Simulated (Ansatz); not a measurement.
# YBRh₃: do energies and stresses tell the same story?

These are results of DFT r2SCAN, scalar-relativistic, plane waves, PAW in Ansatz 0.2.0, not measurements.

Settings: cutoff 500 eV, Γ-centred mesh 8×8×8 on the computed 5-atom cell, Gaussian smearing of 0.10 eV; no spin polarisation.

Relaxed cell: Pm-3m, a = 4.175 Å, b = 4.175 Å, c = 4.175 Å, α = 90.00°, β = 90.00°, γ = 90.00°, 5 atoms in the primitive cell. Whether it is the stable form of this composition wasn't checked.

Energies at zero smearing and pressures from the stress tensor, at volumes with shape and atoms relaxed:
```
V (Å³/atom) E − E(first) (meV/atom) P (GPa)
     12.810                     0.00    33.48
     13.247                   -76.36    22.90
     13.684                  -126.17    13.96
     14.120                  -153.55     6.39
     14.557                  -161.92    -0.01
     14.994                  -154.21    -5.43
     15.431                  -132.88   -10.02
     16.013                   -86.84   -15.06
```

**Question.** Check P = −dE/dV between neighbouring volumes, and get the bulk modulus from the pressures alone.

**Answer.** With 1 eV/Å³ = 160.2 GPa:
| middle V (Å³/atom) | −ΔE/ΔV (GPa) | mean P (GPa) |
| --- | --- | --- |
| 13.029 | 28.013 | 28.191 |
| 13.465 | 18.277 | 18.429 |
| 13.902 | 10.042 | 10.177 |
| 14.339 | 3.072 | 3.193 |
| 14.775 | -2.827 | -2.721 |
| 15.212 | -7.825 | -7.727 |
| 15.722 | -12.669 | -12.539 |

The two differ by 0.18 GPa at most. The mean of two end pressures misses the average over a step by about ΔV² P″/12, up to 0.15 GPa here; with that taken off 0.03 GPa remains. The stress is the derivative of the free energy, not of the energy at zero smearing, and with free energies 0.00 GPa remains. Around V = 14.557 Å³/atom, the two neighbours give B = −V ΔP/ΔV = 14.557 × 11.83 / 0.873 = 197.1 GPa, against B0 = 196.3 GPa from the Birch–Murnaghan fit of the energies.

Cost: 9 runs of about 4 core-minutes in all, on Arm Neoverse V1 (shared hosts).